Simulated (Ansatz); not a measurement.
Input, command and steps of an Ansatz relaxation.

```yaml
crystal:
  lattice:
    - [8.306909, -0.115249, -0.023307]
    - [-0.115249, 8.464091, 0.303141]
    - [-0.023307, 0.303141, 8.226014]
  atoms:
    - { symbol: Mg, position: [0.4253063965, 0.6651785754, 0.6124240551] }
    - { symbol: Mg, position: [0.1043004333, 0.2141316117, 0.4995175711] }
    - { symbol: Mg, position: [0.8739105948, 0.7787802656, 0.6666441514] }
    - { symbol: Mg, position: [0.6732666983, 0.9395739401, 0.0227804329] }
    - { symbol: Mg, position: [0.3832584275, 0.519709223, 0.1365085143] }
    - { symbol: Cl, position: [0.3957481503, 0.2262918949, 0.5119925178] }
    - { symbol: Cl, position: [0.6090973659, 0.2053959073, 0.0956806013] }
    - { symbol: Cl, position: [0.1907760089, 0.3201077283, 0.1277781501] }
    - { symbol: Cl, position: [0.9397593826, 0.9780587006, 0.0747154921] }
    - { symbol: Cl, position: [0.4616912644, 0.47435659, 0.8611291034] }
    - { symbol: Cl, position: [0.205852959, 0.7491455912, 0.787446577] }
    - { symbol: Cl, position: [0.8709076504, 0.3212843197, 0.3787068046] }
    - { symbol: Cl, position: [0.0971924354, 0.2202080836, 0.7763250718] }
    - { symbol: Cl, position: [0.2597229038, 0.5830954911, 0.4002961632] }
    - { symbol: Cl, position: [0.0222042646, 0.9426519222, 0.4855320788] }
    - { symbol: Cl, position: [0.6884443508, 0.6406517811, 0.5096374393] }
    - { symbol: Cl, position: [0.6524417696, 0.9419772966, 0.7369940702] }
    - { symbol: Cl, position: [0.8181387743, 0.6176720992, 0.9133761253] }
    - { symbol: Cl, position: [0.4483213327, 0.8003273863, 0.1164340686] }
    - { symbol: Li, position: [0.6734097515, 0.1749477745, 0.5432096444] }
    - { symbol: Li, position: [0.9201431262, 0.2788082572, 0.0059119464] }
    - { symbol: Li, position: [0.3392426984, 0.2260703717, 0.9031997119] }
    - { symbol: Li, position: [0.0343040565, 0.7319705837, 0.0467972729] }
  symmetry: { detect: false }
basis:
  ecutwfc: 420
kpoints:
  mp_grid: { grid: [1, 1, 1], shift: [0.25, 0.25, 0.25] }
hamiltonian:
  xc: pbe
scf:
  occupations: { method: gaussian, width: 0.1 }
  lower_state_search: "off"
output:
  forces: true
  stress: true
  eigenvalues: true
relax:
  adjacent_minimum: "off"
  f_tol: 0.04
  max_steps: 70
  cell: { stress_tol: 0.3 }
```

```bash
ansatz run input.yaml --threads 2 --pin off --max-ram 5120MiB --backend cpu --events-out ev --progress --plain --runs-dir out
```

These are results of DFT PBE, scalar-relativistic, plane waves, PAW in Ansatz, not measurements.

Of 48 frames 9 are shown, positions in Å and forces in eV/Å; the SCF threshold varies from step to step. Steps run on the plane waves of an earlier cell, with a Pulay correction in the pressure. The basis is chosen afresh for the last frame, the zero of the energies, and can be on the way; energy and pressure step there, also at an unchanged geometry. Here that happened at step 42 (-2 meV/atom, 0.1 GPa); the frames before carry an error of that size.

```xyz
23
Lattice="8.3069 -0.1152 -0.0233 -0.1152 8.4641 0.3031 -0.0233 0.3031 8.2260" Properties=species:S:1:pos:R:3:forces:R:3 pbc="T T T" step=1 free_energy_over_end_meV_per_atom=129.53 pressure_GPa=1.52
Mg    3.4420    5.7668    5.2295   -0.3360   -0.2660    0.7770
Mg    0.8301    1.9518    4.1715    0.3810    0.0810   -0.5620
Mg    7.1542    6.6930    5.6995    0.5240   -0.3100    0.4110
Mg    5.4839    7.8820    0.4565   -0.1500    0.4020    0.2930
Mg    3.1206    4.3961    1.2715    0.3510    0.1880    0.0550
Cl    3.2494    2.0250    4.2710    0.3330   -0.2760   -0.0630
Cl    5.0338    1.6973    0.8351    0.0190   -0.5400   -0.3330
Cl    1.5449    2.7262    1.1437   -0.3090   -0.2310    0.2960
Cl    7.6920    8.1927    0.8892    0.3980   -0.1270    0.2000
Cl    3.7605    4.2228    7.2167    0.1280    0.2200   -0.5010
Cl    1.6053    6.5558    6.6998   -0.3140    0.1120   -0.0400
Cl    7.1887    2.7338    3.1923   -0.0430   -0.0910    0.3620
Cl    0.7639    2.0880    6.4505   -0.7040    0.2220    0.3060
Cl    2.0810    5.0268    3.4635   -0.1480    0.1160   -0.1650
Cl    0.0645    8.1233    4.2792   -0.0420   -0.0210   -0.4880
Cl    5.6331    5.4977    4.3704   -0.2590   -0.1030   -0.4940
Cl    5.2940    8.1212    6.3329   -0.3360    0.5670   -0.3950
Cl    6.7037    5.4106    7.6816    0.5260   -0.0590    0.4310
Cl    3.6292    6.7577    1.1900   -0.1310   -0.1400    0.2830
Li    5.5611    1.5678    4.5058   -0.1320    0.2160   -0.3290
Li    7.6113    2.2556    0.1117   -0.0420   -0.0380    0.1640
Li    2.7710    2.1482    7.4904    0.1740    0.0470    0.0730
Li    0.1995    6.2057    0.6060    0.1110    0.0290   -0.2790
23
Lattice="7.6690 -0.5107 0.0539 -0.4874 9.8425 0.3222 0.0418 0.3679 8.3661" Properties=species:S:1:pos:R:3:forces:R:3 pbc="T T T" step=7 free_energy_over_end_meV_per_atom=49.79 pressure_GPa=0.04
Mg    2.9964    6.2262    5.5148   -0.0200    0.0410    0.0260
Mg    0.6821    2.2517    4.3132    0.0360    0.1560    0.0720
Mg    6.5254    7.5315    5.8662   -0.0560    0.1260   -0.2500
Mg    4.7965    8.6818    0.2485   -0.0160    0.0740    0.0400
Mg    2.5660    5.0769    1.4746   -0.0740   -0.1410   -0.0900
Cl    2.9810    2.2564    4.9533    0.1150   -0.0230    0.0790
Cl    4.4892    1.0676    0.2003   -0.0930    0.0890    0.0190
Cl    1.6021    2.8807    1.4492    0.0880    0.1160    0.0880
Cl    6.9750    9.3049    1.0179    0.1420   -0.0130   -0.0060
Cl    3.2983    4.9490    7.5270    0.0550   -0.0010    0.0560
Cl    1.2662    7.6662    6.4110   -0.1130   -0.0380    0.0130
Cl    6.3801    2.5109    3.2422   -0.0570   -0.0200   -0.0840
Cl    0.1078    2.9897    6.5693   -0.0630   -0.0380   -0.0340
Cl    1.6842    5.4162    3.6922   -0.0520    0.0020    0.0350
Cl   -0.3177    9.7698    4.3300    0.0140   -0.1090    0.0770
Cl    5.1379    6.0950    4.4969    0.1570    0.0340    0.0610
Cl    4.4928    9.0248    6.2244   -0.0380   -0.0700   -0.1420
Cl    6.0774    6.8349    8.1870    0.0110   -0.2110   -0.0350
Cl    2.8449    7.4976    1.2346   -0.1480   -0.1050    0.0600
Li    5.0445    1.2697    4.6425   -0.0730    0.0210    0.0280
Li    6.8597    1.7428    0.7635   -0.0640    0.0370   -0.0150
Li    2.3900    2.6392    7.4438    0.0440   -0.0150   -0.0560
Li    0.4599    7.9378    0.2818    0.2050    0.0880    0.0590
23
Lattice="7.3764 -0.5476 -0.2143 -0.5237 10.2792 0.6497 -0.2206 0.7106 8.0250" Properties=species:S:1:pos:R:3:forces:R:3 pbc="T T T" step=13 free_energy_over_end_meV_per_atom=36.64 pressure_GPa=0.07
Mg    2.6456    6.6617    5.3416   -0.0570   -0.0720   -0.0330
Mg    0.5827    2.8308    4.0033   -0.0050    0.0530   -0.0090
Mg    5.9973    8.3343    5.5323   -0.0650    0.0180   -0.0260
Mg    4.6476    8.8901    0.3219   -0.0320    0.1280   -0.0070
Mg    2.4626    5.2028    1.5118   -0.0630   -0.0400   -0.0070
Cl    2.7610    2.7129    5.0318    0.0240    0.0160    0.0330
Cl    4.1060    0.7039    0.2124   -0.0440   -0.0460   -0.0150
Cl    1.6571    2.9656    1.6092   -0.0250   -0.0240    0.0090
Cl    6.8387    9.7437    0.9410    0.0260   -0.0670   -0.0390
Cl    3.0322    5.3518    7.3135   -0.0050   -0.0300    0.0650
Cl    0.9019    8.0119    6.2298    0.0720   -0.0180   -0.0090
Cl    5.8608    2.7986    2.6517   -0.0330   -0.0110    0.0090
Cl   -0.5338    3.3218    6.2230    0.1610    0.0970    0.0360
Cl    1.2877    5.5975    3.6352    0.0480    0.0170    0.0030
Cl   -0.3312   10.6912    4.6350    0.0550    0.0080   -0.0560
Cl    4.7645    6.7047    4.2647    0.0040    0.0220    0.0190
Cl    3.9916    9.7355    5.9586    0.0360   -0.0170    0.0240
Cl    5.6545    7.4885    7.8852    0.0170    0.0150    0.0260
Cl    2.7427    7.6033    1.3539   -0.0340    0.0100    0.0260
Li    5.0052    1.9716    4.7633   -0.1840   -0.0590   -0.0840
Li    6.2616    1.6415    0.5463    0.0240    0.0030    0.0290
Li    1.9929    2.8650    7.2789    0.0630   -0.0210    0.0050
Li    0.6309    8.3652    0.4937    0.0160    0.0200    0.0010
23
Lattice="7.2060 -0.4423 -0.1990 -0.4145 10.1469 0.9342 -0.1967 0.9747 8.2409" Properties=species:S:1:pos:R:3:forces:R:3 pbc="T T T" step=19 free_energy_over_end_meV_per_atom=31.37 pressure_GPa=-0.03
Mg    2.5389    6.1799    5.6337    0.0870   -0.1180    0.0730
Mg    0.3346    3.1075    4.3112   -0.0290    0.0670   -0.1160
Mg    5.9373    8.5268    5.8296   -0.0130   -0.0850   -0.0220
Mg    4.8278    8.8657    0.5098   -0.0470    0.0360    0.0630
Mg    2.4142    5.1389    1.6482   -0.0200   -0.0510   -0.0190
Cl    2.5358    3.2377    5.4628    0.0010    0.0720    0.0030
Cl    4.1460    0.6590    0.4836    0.0160   -0.0860   -0.0300
Cl    1.3967    2.9840    1.7496    0.0340   -0.0130    0.0050
Cl    7.0460    9.7248    1.0789    0.0140    0.0160   -0.0090
Cl    3.2837    5.4102    7.8472   -0.0600    0.0140    0.0250
Cl    1.1117    7.9428    6.3627   -0.0650    0.0140    0.0110
Cl    5.4585    2.9932    2.8334   -0.0210    0.0040    0.0140
Cl   -0.7880    3.6787    6.3744    0.0230    0.0300    0.0220
Cl    1.1306    5.6608    3.6996    0.0280   -0.0040   -0.0740
Cl   -0.0814   10.7994    5.0358    0.0050   -0.0340    0.0310
Cl    4.6126    6.8868    4.6484    0.0240    0.0220    0.0250
Cl    4.0766   10.1056    6.4342   -0.0520   -0.0380   -0.0360
Cl    5.8056    7.7587    8.1890    0.0330    0.0110    0.0260
Cl    2.8658    7.4751    1.4377    0.0390    0.0800    0.0110
Li    4.6161    2.3110    4.9605    0.0390   -0.0090   -0.0240
Li    6.2559    1.6793    0.8903    0.0050    0.0390    0.0200
Li    2.2168    2.9962    7.8874   -0.0170    0.0590    0.0200
Li    0.9426    8.2762    0.3757   -0.0250   -0.0250   -0.0210
23
Lattice="7.0821 -0.3488 -0.3901 -0.3295 9.7478 1.1527 -0.3785 1.1541 8.6834" Properties=species:S:1:pos:R:3:forces:R:3 pbc="T T T" step=25 free_energy_over_end_meV_per_atom=24.74 pressure_GPa=0.01
Mg    2.3434    5.8658    6.0235   -0.0390   -0.0190    0.0200
Mg    0.2632    3.3556    4.3750   -0.0940   -0.0140    0.2180
Mg    5.6783    8.3155    6.1874   -0.0440   -0.0040    0.0320
Mg    4.9509    8.5639    0.4900   -0.0050    0.0950    0.0700
Mg    2.6140    4.8652    1.9001    0.1630   -0.0410    0.0040
Cl    2.4174    3.3699    5.7546    0.0820   -0.0680   -0.0130
Cl    4.1980    0.7016    0.3487    0.1320   -0.0110    0.0080
Cl    1.3633    2.8110    2.1268   -0.0420   -0.0140   -0.0430
Cl    7.2285    9.5306    0.8874   -0.1120   -0.1870   -0.0460
Cl    2.9220    5.2848    8.3924   -0.0400   -0.0340   -0.0380
Cl    0.9267    7.6646    6.7228   -0.0330    0.0830   -0.0520
Cl    5.1008    3.2188    2.8511   -0.1790    0.1450   -0.0390
Cl   -0.7563    3.9142    6.4970   -0.0710    0.0000   -0.0690
Cl    1.1409    5.6615    3.7524    0.0030    0.0730    0.0510
Cl   -0.3413   10.5881    5.6005   -0.0030    0.0090   -0.0890
Cl    4.3365    6.7509    5.0222    0.0320   -0.0160    0.0010
Cl    3.7985    9.9066    6.9091    0.0100   -0.0130   -0.0010
Cl    5.7243    7.6605    8.5854    0.0430   -0.0130    0.0400
Cl    3.0572    7.2034    1.4965   -0.0050   -0.0490    0.0010
Li    4.4812    2.4456    5.1498    0.1620    0.0350   -0.0430
Li    6.1030    1.7446    1.2228   -0.0390   -0.0570   -0.0140
Li    1.7880    2.9424    8.2928    0.0590    0.1290   -0.0470
Li    1.1825    7.8929    0.2364    0.0200   -0.0290    0.0490
23
Lattice="7.0206 -0.2390 -0.4482 -0.2206 9.6210 1.1696 -0.4314 1.1592 8.8470" Properties=species:S:1:pos:R:3:forces:R:3 pbc="T T T" step=30 free_energy_over_end_meV_per_atom=8.05 pressure_GPa=0.06
Mg    2.2683    5.8939    6.1147    0.0070    0.0180   -0.0200
Mg    0.3622    3.4178    4.4545    0.0360   -0.0040    0.0180
Mg    5.6180    8.3455    6.3405    0.0020   -0.0660   -0.0060
Mg    5.1244    8.4481    0.5658   -0.0050   -0.0170   -0.0100
Mg    2.8361    4.7288    2.0156    0.0170   -0.0200    0.0100
Cl    2.4830    3.3144    5.7944   -0.0220    0.0180    0.0110
Cl    4.2896    0.7527    0.3710    0.0250   -0.0230   -0.0020
Cl    1.2363    2.8606    2.1817   -0.0210   -0.0090    0.0100
Cl    7.4052    9.3704    0.6615    0.0190   -0.0230   -0.0190
Cl    2.5983    5.2696    8.4691   -0.0450   -0.0130   -0.0110
Cl    0.9725    7.9080    6.6711    0.0140    0.0270    0.0040
Cl    4.8325    3.5835    2.8201    0.0010    0.0120    0.0090
Cl   -0.7228    3.9122    6.4956    0.0020    0.0240    0.0150
Cl    1.2050    5.6954    3.8553    0.0000    0.0110   -0.0170
Cl   -0.7189   10.6150    5.4380   -0.0160    0.0300   -0.0380
Cl    4.3193    6.7496    5.1914   -0.0170   -0.0040    0.0110
Cl    3.8434    9.8594    7.1706    0.0140   -0.0200    0.0430
Cl    5.7773    7.5025    8.6918   -0.0070    0.0160    0.0230
Cl    3.2403    7.0670    1.5438    0.0060    0.0050    0.0190
Li    4.5700    2.4226    5.1132    0.0290    0.0040   -0.0340
Li    5.9766    1.6827    1.6013   -0.0540    0.0350    0.0070
Li    1.7933    2.9477    8.2693    0.0110   -0.0060   -0.0200
Li    1.3564    7.5875    0.2339    0.0040    0.0030   -0.0050
23
Lattice="7.0617 -0.3433 -0.3687 -0.3275 9.4022 1.1683 -0.3558 1.1382 9.2157" Properties=species:S:1:pos:R:3:forces:R:3 pbc="T T T" step=36 free_energy_over_end_meV_per_atom=4.62 pressure_GPa=0.02
Mg    2.0567    5.6865    6.4218   -0.0450   -0.0400   -0.0030
Mg    0.6083    3.1706    4.7031    0.0050   -0.0050   -0.0080
Mg    5.5498    7.9979    6.7756   -0.0120   -0.0140    0.0080
Mg    5.1730    8.1484    0.6268    0.0060   -0.0110    0.0050
Mg    2.7386    4.5693    2.0999   -0.0250    0.0080   -0.0240
Cl    2.6128    3.1421    6.1176    0.0050   -0.0030   -0.0020
Cl    4.5414    0.7451    0.4013   -0.0030   -0.0010   -0.0090
Cl    1.2133    2.6416    2.3702   -0.0120   -0.0180    0.0150
Cl    7.4865    9.0100    0.4131   -0.0070   -0.0050    0.0000
Cl    2.2979    5.1350    8.8422    0.0060   -0.0100    0.0190
Cl    0.8665    7.8025    6.8624   -0.0060    0.0200   -0.0070
Cl    4.7088    3.5762    2.9886    0.0160    0.0030    0.0190
Cl   -0.5986    4.0053    6.5602    0.0210    0.0250    0.0130
Cl    1.2577    5.4836    4.0275    0.0060    0.0110   -0.0150
Cl   -1.0363   10.4456    5.6451    0.0090    0.0060   -0.0100
Cl    4.1676    6.5177    5.6007    0.0210    0.0140    0.0060
Cl    3.8598    9.5504    7.6623   -0.0150    0.0120   -0.0080
Cl    5.8059    7.1363    9.1175    0.0100   -0.0090    0.0060
Cl    3.1707    6.8915    1.5825    0.0090   -0.0010   -0.0040
Li    4.7331    2.3173    5.3204   -0.0070    0.0020   -0.0080
Li    5.8506    1.8437    1.8900    0.0220   -0.0220    0.0040
Li    2.1373    2.7241    8.5961   -0.0110    0.0250    0.0000
Li    1.3504    7.2784    0.0698    0.0070    0.0130    0.0040
23
Lattice="7.0334 -0.4205 -0.4335 -0.4091 9.3397 1.1631 -0.4225 1.1252 9.3562" Properties=species:S:1:pos:R:3:forces:R:3 pbc="T T T" step=42 free_energy_over_end_meV_per_atom=0.75 pressure_GPa=0.14
Mg    1.6956    5.5561    6.5164    0.0180    0.0010    0.0130
Mg    0.6463    3.0971    4.7054   -0.0190   -0.0370    0.0060
Mg    5.3327    7.7966    6.9218   -0.0280   -0.0050   -0.0270
Mg    5.1201    8.0251    0.5750    0.0050    0.0160   -0.0140
Mg    2.6536    4.4794    2.0644    0.0110   -0.0070    0.0000
Cl    2.5798    3.0475    6.1785   -0.0040    0.0010   -0.0080
Cl    4.6167    0.7316    0.3121   -0.0090   -0.0010   -0.0020
Cl    1.2150    2.4719    2.3978    0.0050    0.0200    0.0160
Cl    7.4261    8.8817    0.2479   -0.0170   -0.0090   -0.0030
Cl    2.1186    5.0579    8.9671    0.0060    0.0080   -0.0020
Cl    0.6540    7.7669    6.9326    0.0070   -0.0030   -0.0010
Cl    4.6500    3.5422    2.9884   -0.0060    0.0020   -0.0090
Cl   -0.5066    4.1646    6.5693   -0.0020   -0.0140    0.0060
Cl    1.2013    5.3808    3.9542    0.0010    0.0300   -0.0160
Cl   -1.2215   10.4535    5.7626    0.0020    0.0140    0.0040
Cl    3.8888    6.3727    5.7746    0.0000    0.0040    0.0050
Cl    3.7328    9.4319    7.7563    0.0010   -0.0120    0.0220
Cl    5.6806    6.9777    9.2456    0.0010   -0.0080    0.0040
Cl    3.1244    6.8149    1.5496    0.0050   -0.0060    0.0030
Li    4.6791    2.3436    5.2670    0.0010    0.0030    0.0140
Li    5.7887    1.7535    1.9479    0.0200   -0.0050    0.0010
Li    2.1380    2.6787    8.6952   -0.0060   -0.0040   -0.0100
Li    1.3193    7.2199    0.0173    0.0100    0.0140   -0.0010
23
Lattice="6.9720 -0.4294 -0.5000 -0.4173 9.4799 1.3155 -0.4862 1.2745 9.4401" Properties=species:S:1:pos:R:3:forces:R:3 pbc="T T T" step=48 free_energy_over_end_meV_per_atom=0.00 pressure_GPa=-0.01
Mg    1.6126    5.7216    6.6353    0.0020    0.0120    0.0130
Mg    0.5668    3.2675    4.7851    0.0000    0.0010    0.0090
Mg    5.1998    8.0460    7.0455    0.0060    0.0020   -0.0030
Mg    5.1041    8.1333    0.6381    0.0030    0.0040    0.0060
Mg    2.5939    4.5566    2.1097   -0.0010    0.0010   -0.0110
Cl    2.5151    3.2219    6.2702   -0.0230    0.0190   -0.0140
Cl    4.6140    0.6780    0.2968   -0.0020   -0.0100   -0.0080
Cl    1.1451    2.5716    2.5018   -0.0030    0.0000   -0.0040
Cl    7.3873    9.0044    0.2613    0.0070    0.0170    0.0000
Cl    2.0450    5.2160    9.0983   -0.0020   -0.0030    0.0010
Cl    0.5645    7.9238    7.0536   -0.0090    0.0030   -0.0010
Cl    4.5817    3.5670    3.0146   -0.0060    0.0020    0.0040
Cl   -0.5757    4.3276    6.6573    0.0190    0.0030   -0.0070
Cl    1.1662    5.5227    4.0086    0.0050   -0.0150    0.0220
Cl   -1.2464   10.6971    6.0795    0.0000   -0.0010   -0.0050
Cl    3.7815    6.5932    5.9063   -0.0060   -0.0080   -0.0060
Cl    3.5651    9.6611    7.9350    0.0030    0.0030    0.0060
Cl    5.6160    7.2536    9.3587   -0.0030   -0.0140   -0.0040
Cl    3.1278    6.8772    1.5998   -0.0060   -0.0060    0.0020
Li    4.5732    2.4402    5.3502    0.0040   -0.0100   -0.0060
Li    5.6895    1.7388    1.9868    0.0080    0.0000    0.0020
Li    2.0870    2.8392    8.7617    0.0050    0.0000    0.0010
Li    1.3857    7.3739    0.0246   -0.0020    0.0000    0.0040
```

Time: 4.5 min on 2 threads of Arm Neoverse V2 (shared host), peak memory 0.68 GiB.

The k mesh is coarse.